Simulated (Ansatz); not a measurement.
KI:
```cif
data_I4K4
_chemical_formula_sum 'K4 I4'
_space_group_name_H-M_alt 'Fm-3m'
_space_group_IT_number 225
_space_group_name_Hall '-F 4 2 3'
_cell_length_a 7.09237
_cell_length_b 7.09237
_cell_length_c 7.09237
_cell_angle_alpha 90.000
_cell_angle_beta 90.000
_cell_angle_gamma 90.000
loop_
_atom_site_label
_atom_site_type_symbol
_atom_site_symmetry_multiplicity
_atom_site_Wyckoff_symbol
_atom_site_fract_x
_atom_site_fract_y
_atom_site_fract_z
_atom_site_occupancy
K1 K 4 a 0.00000 0.00000 0.00000 1
I1 I 4 b 0.50000 0.50000 0.50000 1
```
(The calculation used a cell of 2 atoms; values per cell refer to that cell.)

Relaxed with r²SCAN. r²SCAN (plane waves, PAW; program Ansatz) gives a gap of 4.58 eV.

Question: What gap does HSE06 give on the same cell (Ansatz, PAW)?

Answer: 4.94 eV, 0.35 eV more. The hybrid was solved on a coarser mesh and at special points; its gap is the smallest among all of these.

```json
[
 {"k": "Γ", "v1 r²SCAN": "0.00", "c1 r²SCAN": "4.58", "v1 HSE06": "0.00", "c1 HSE06": "4.94"},
 {"k": "X", "v1 r²SCAN": "-0.37", "c1 r²SCAN": "5.40", "v1 HSE06": "[?]", "c1 HSE06": "[?]"},
 {"k": "L", "v1 r²SCAN": "-0.33", "c1 r²SCAN": "6.02", "v1 HSE06": "[?]", "c1 HSE06": "[?]"},
 {"k": "W", "v1 r²SCAN": "-0.58", "c1 r²SCAN": "6.97", "v1 HSE06": "[?]", "c1 HSE06": "[?]"},
 {"k": "K", "v1 r²SCAN": "-0.38", "c1 r²SCAN": "6.11", "v1 HSE06": "[?]", "c1 HSE06": "[?]"}
]
```

Question: Top valence (v1) and lowest conduction level (c1) in eV from each method's valence maximum (which need not be a listed point): supply the withheld HSE06 values.

Answer: 
- X, v1 HSE06: -0.39
- X, c1 HSE06: 5.95
- W, v1 HSE06: -0.61
- W, c1 HSE06: 7.53
- L, v1 HSE06: -0.34
- L, c1 HSE06: 6.48
- K, v1 HSE06: -0.40
- K, c1 HSE06: 6.64

Cost on shared cores: the r²SCAN run (SCF on a 7×7×7 mesh, then bands and DOS) very roughly 20 core-seconds, the HSE06 run (SCF on 5×5×5, then a few points) around 90 core-seconds (rough); the tasks are unlike.

The r²SCAN relaxation kept the symmetry of its start. Spin–orbit coupling is left out wherever it is not named.

Potentials: the later of the program's two PAW sets.
